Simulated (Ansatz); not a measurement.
BP in space group P6_422 (No. 181; B on 3c, P on 3d), a = b = 3.279 Å, c = 6.995 Å, α = β = 90.00°, γ = 120.00°.

Relaxed with PBE.

Task: Which orbitals make up the states near the Fermi level in the program Ansatz at the PBE level (PAW)?

Result: Within 0.5 eV of the Fermi level: B 2p 48 %, P 3p 38 %, outside the projected shells 11 %. Projections are on Löwdin-orthogonalised atomic valence shells; empty p or d shells of many metals are not among them.

Task: Tabulate the density of states.

Result: States/eV per cell of 6 atoms, in 0.25 eV bins, energy from the Fermi level.

| E (eV) | total | P 3p | B 2p | B 2s |
|---|---|---|---|---|
| -7.85 | 1.41 | 0.67 | 0.39 | 0.22 |
| -7.60 | 1.57 | 0.74 | 0.43 | 0.26 |
| -7.35 | 1.75 | 0.82 | 0.47 | 0.31 |
| -7.10 | 1.80 | 0.83 | 0.49 | 0.31 |
| -6.85 | 1.91 | 0.88 | 0.55 | 0.29 |
| -6.60 | 1.59 | 0.73 | 0.51 | 0.20 |
| -6.35 | 1.74 | 0.81 | 0.57 | 0.21 |
| -6.10 | 2.06 | 0.96 | 0.68 | 0.24 |
| -5.85 | 1.84 | 0.85 | 0.62 | 0.21 |
| -5.60 | 1.86 | 0.86 | 0.65 | 0.20 |
| -5.35 | 1.98 | 0.92 | 0.71 | 0.20 |
| -5.10 | 2.22 | 1.04 | 0.82 | 0.20 |
| -4.85 | 2.40 | 1.14 | 0.91 | 0.19 |
| -4.60 | 2.35 | 1.12 | 0.91 | 0.18 |
| -4.35 | 2.30 | 1.09 | 0.91 | 0.16 |
| -4.10 | 2.44 | 1.17 | 0.97 | 0.17 |
| -3.85 | 2.73 | 1.31 | 1.10 | 0.18 |
| -3.60 | 2.42 | 1.16 | 0.99 | 0.14 |
| -3.35 | 2.80 | 1.35 | 1.17 | 0.14 |
| -3.10 | 3.04 | 1.48 | 1.27 | 0.15 |
| -2.85 | 2.64 | 1.30 | 1.10 | 0.12 |
| -2.60 | 3.04 | 1.50 | 1.29 | 0.13 |
| -2.35 | 2.91 | 1.40 | 1.27 | 0.12 |
| -2.10 | 3.31 | 1.57 | 1.51 | 0.11 |
| -1.85 | 2.73 | 1.29 | 1.25 | 0.08 |
| -1.60 | 1.63 | 0.76 | 0.77 | 0.03 |
| -1.35 | 0.83 | 0.39 | 0.40 | 0.01 |
| -1.10 | 0.45 | 0.20 | 0.22 | 0.01 |
| -0.85 | 0.21 | 0.09 | 0.11 | 0.00 |
| -0.60 | 0.12 | 0.05 | 0.06 | 0.00 |
| -0.35 | 0.07 | 0.03 | 0.04 | 0.00 |
| -0.10 | 0.02 | 0.01 | 0.01 | 0.00 |
| 0.15 | 0.04 | 0.01 | 0.02 | 0.00 |
| 0.40 | 0.14 | 0.05 | 0.06 | 0.00 |
| 0.65 | 0.28 | 0.09 | 0.12 | 0.01 |
| 0.90 | 0.61 | 0.20 | 0.25 | 0.04 |
| 1.15 | 1.09 | 0.32 | 0.41 | 0.12 |
| 1.40 | 1.84 | 0.50 | 0.64 | 0.26 |
| 1.65 | 3.35 | 0.89 | 1.14 | 0.52 |
| 1.90 | 2.97 | 0.83 | 1.02 | 0.40 |
| 2.15 | 2.76 | 0.75 | 0.98 | 0.33 |
| 2.40 | 2.62 | 0.65 | 0.95 | 0.30 |
| 2.65 | 2.78 | 0.67 | 0.99 | 0.31 |
| 2.90 | 2.76 | 0.66 | 0.94 | 0.33 |
| 3.15 | 2.98 | 0.80 | 0.99 | 0.35 |
| 3.40 | 3.00 | 0.82 | 0.97 | 0.37 |
| 3.65 | 2.60 | 0.69 | 0.84 | 0.32 |
| 3.90 | 2.68 | 0.71 | 0.87 | 0.32 |
| 4.15 | 2.90 | 0.72 | 0.90 | 0.38 |
| 4.40 | 2.29 | 0.60 | 0.66 | 0.32 |
| 4.65 | 2.37 | 0.66 | 0.66 | 0.33 |

The start of the workflow was typed in or built on a structure type; neither database checked (COD, Materials Project) lists it. It is not the phase usual at ambient conditions (space group No. 216). The PBE relaxation kept the symmetry of its start; whether a distortion lowers the energy is not shown.

Potentials: the later of the program's two PAW sets.
